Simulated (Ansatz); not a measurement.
simple cubic against fcc along group 15

Method: Ansatz 0.2.0, DFT, BLYP, plane waves (420 eV) with PAW, scalar-relativistic. The PAW files were generated under PBE, with cores re-solved for the functional.

Each structure is relaxed within its symmetry, in the lowest magnetic state of the tried starts. Differences under about 8 meV lie within the error of the k-point mesh.

| element | E(simple cubic) − E(fcc) (meV/atom) | V(simple cubic) (Å³/atom) | V(fcc) (Å³/atom) | state of simple cubic | state of fcc |
| --- | --- | --- | --- | --- | --- |
| P | ? | ? | ? | ? | ? |
| As | -530 | 22.27 | 21.44 | spin not included | spin not included |
| Sb | -400 | 32.44 | 30.36 | spin not included | spin not included |
| Bi | -266 | 37.88 | 34.60 | spin not included | spin not included |

Q: Fill in the row of P.

A: E(simple cubic) − E(fcc) (meV/atom): -827; V(simple cubic) (Å³/atom): 16.18; V(fcc) (Å³/atom): 16.77; state of simple cubic: spin not included; state of fcc: spin not included.
